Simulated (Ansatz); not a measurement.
CuO in space group I4/mmm (No. 139; Cu on 2a, O on 2b), r²SCAN (plane waves, PAW; program Ansatz). The conduction-band minimum lies at M, with 1 equivalent valley. Second derivatives d²E/dk² of the lowest band at one valley (eV·Å²), along Cartesian directions:…

| direction | d²E/dk² |
|---|---|
| [100] | 11.05 |
| [010] | 11.05 |
| [001] | 3.847 |
| [110] | 11.06 |
| [101] | 7.447 |
| [011] | 7.447 |

Find the principal effective masses, the density-of-states mass and the conductivity mass.

Off-diagonal terms follow from H_xy = H[110] − (H_xx + H_yy)/2, and m*/mₑ = 7.620 eV·Å² over each eigenvalue: 0.69, 0.69, 2.0. One valley's DOS mass (m₁m₂m₃)^(1/3) = 0.98, conductivity mass 3/(Σ 1/mᵢ) = 0.88 mₑ.

What effective density of states Nc follows at 300 K for parabolic valleys?

Nc = 2.509e19 × 1 × (0.98)^(3/2) ≈ 2.4e19 cm⁻³.

The start of the workflow was typed in or built on a structure type; neither database checked (COD, Materials Project) lists it. It is not the phase usual at ambient conditions (space group No. 15). Symmetry was held in the r²SCAN relaxation, as lowered by the spin order; whether a distortion lowers the energy is not shown. The final state is antiferromagnetic, the only order run, not a proven ground state. Other orbital occupations within this spin state were not tried. No Hubbard U is applied. Point labels and valley counts follow the cell and symmetry of the run, lower than the named group.

Potentials: the earlier of the program's two PAW sets. The files were generated under PBE; for other functionals the program regenerates the frozen cores, and for LDA and PBEsol the local potential too.

Edges and masses are those of Kohn–Sham bands, whose gap is no quasiparticle gap.
